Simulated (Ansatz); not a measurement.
MnGe2 (fluorite or antifluorite type, Fm-3m) under volume change, plane-wave PAW PBE (Ansatz code), scaled uniformly.

```json
[
 {"V (Å³/atom)": "15.341", "E − E(relaxed) (meV/atom)": "46.7", "P (GPa)": "10.68"},
 {"V (Å³/atom)": "15.846", "E − E(relaxed) (meV/atom)": "…", "P (GPa)": "…"},
 {"V (Å³/atom)": "16.352", "E − E(relaxed) (meV/atom)": "4.5", "P (GPa)": "2.98"},
 {"V (Å³/atom)": "16.858", "E − E(relaxed) (meV/atom)": "0.0", "P (GPa)": "-0.01"},
 {"V (Å³/atom)": "17.364", "E − E(relaxed) (meV/atom)": "…", "P (GPa)": "…"},
 {"V (Å³/atom)": "17.869", "E − E(relaxed) (meV/atom)": "14.4", "P (GPa)": "-4.39"},
 {"V (Å³/atom)": "18.375", "E − E(relaxed) (meV/atom)": "30.1", "P (GPa)": "-5.30"}
]
```

Problem. Some entries are withheld; supply them.

Solution. 
- 17.364, E − E(relaxed) (meV/atom): 3.9
- 17.364, P (GPa): -2.33
- 15.846, E − E(relaxed) (meV/atom): 19.5
- 15.846, P (GPa): 6.62

Problem. What does a third-order Birch–Murnaghan fit give for V₀, B₀ and B′?

Solution. V₀ = 16.86 Å³/atom, B₀ = 85.0 GPa, B′ = 6.3.

A made-up cell: these elements were put on the sites of a structure type; neither database checked (COD, Materials Project) lists it. Whether it is the stable phase at ambient conditions was not checked. Symmetry was held in the PBE relaxation; whether a distortion lowers the energy is not shown. The final state is ferromagnetic, chosen from 3 collinear starts compared on coarse meshes (ties went to the first, and starts can fall back to one state), not a proven ground state.

Potentials: the later of the program's two PAW sets.
